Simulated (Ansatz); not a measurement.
CaSe (rock salt, Fm-3m), DFT-r²SCAN in the program Ansatz with PAW potentials: ε∞ = 5.08, cell volume 52.26 Å³. Infrared-active transverse modes:

```json
[
 {"ω_TO (cm⁻¹)": "179.6", "oscillator strength S_xx (e²/amu)": "0.2048"}
]
```

**Question.** Compute the static dielectric constant.

**Answer.** Each mode adds (4.921e7/V) S/ω²: 5.98. So ε0 = 11.1.

**Question.** What LO frequency does the Lyddane–Sachs–Teller relation give?

**Answer.** ω_LO = ω_TO √(ε0/ε∞) = 265 cm⁻¹.

Symmetry was held in the r²SCAN relaxation; phonons on a q-mesh show no instability. Spin–orbit coupling is left out wherever it is not named.

Potentials: the later of the program's two PAW sets.
